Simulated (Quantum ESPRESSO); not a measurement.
Space group F-43m (No. 216); a = b = c = 5.494 Å, α = β = γ = 90.00°

```csv
atom,site,symmetry,x,y,z
P,4b,-43m,0.5000,0.5000,0.5000
Ga,4c,-43m,0.2500,0.2500,0.2500
```
(The calculation used a cell of 2 atoms; values per cell refer to that cell.)

The PBEsol cell relaxed from Materials Project entry mp-2490 was given an isotropic strain of +1 % on all lattice vectors, and the atoms were relaxed again.

What does PBE (stringent potentials; pw.x of Quantum ESPRESSO, ONCV potentials, scalar-relativistic) give for the electronic structure near the Fermi level?

The PBE gap is indirect, 1.60 eV, from Γ to L; the smallest direct gap is 1.62 eV. Spin-orbit splittings are left out.
